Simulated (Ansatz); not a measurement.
Bi2Te3:
```xyz
5
Lattice="4.4086 0.0000 0.0000 -2.2043 3.8180 0.0000 0.0000 0.0000 11.0158" Properties=species:S:1:pos:R:3 pbc="T T T"
Bi     0.0000     2.5453     2.0575
Bi     2.2043     1.2727     8.9583
Te     0.0000     0.0000     0.0000
Te     0.0000     2.5453     7.2465
Te     2.2043     1.2727     3.7694
```

Plane-wave PAW r²SCAN (Ansatz code) gives a gap of 1.01 eV without spin–orbit coupling, maximum off the standard path, at k = (0.000, 0.130, 0.383), minimum at Γ.

Problem. What happens when spin–orbit coupling is switched on?

Solution. The gap falls by 0.94 eV, to 0.07 eV; maximum at Γ, minimum at Γ.

Space group P-3m1 (La2O3 or Ni2Al3 type). The cell is a constructed one: a structure type filled with these elements; neither database checked (COD, Materials Project) lists it. It is not the phase usual at ambient conditions (space group No. 166). The cell was relaxed with r²SCAN under the symmetry of its start; whether a distortion lowers the energy is not shown.

Potentials: the earlier of the program's two PAW sets.
